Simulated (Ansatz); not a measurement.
GaSb (zinc blende), relaxed with PBE (Ansatz, a program for electronic structure, plane waves, PAW): a = b = c = 6.2138 Å, α = β = γ = 90.00°.

```
Quantity              Result
--------------------  ------
ΔH_f (eV/atom)         -0.17
B₀ by P(V) fit (GPa)    44.6
K_Hill (GPa)            44.6
G_Hill (GPa)            28.9
Θ_D (K)                  248
```

Q: The same phase is relaxed and computed with PBEsol in the same code. What are the cell and these values now?

A: a = b = c = 6.1109 Å, α = β = γ = 90.00°.

- ΔH_f (eV/atom) = -0.12
- B₀ by P(V) fit (GPa) = 51.6
- K_Hill (GPa) = 51.6
- G_Hill (GPa) = 31.0
- Θ_D (K) = 255

All cells were relaxed under the symmetry of their starts (and spin orders); stability against distortions was not tested throughout. Scalar-relativistic: spin–orbit coupling is off unless named, which matters more the heavier the elements.

Potentials: the later of the program's two PAW sets.

Ansatz is a plane-wave DFT program.

Formation energies count from the lowest solids of the elements computed at the same level, not from gases.
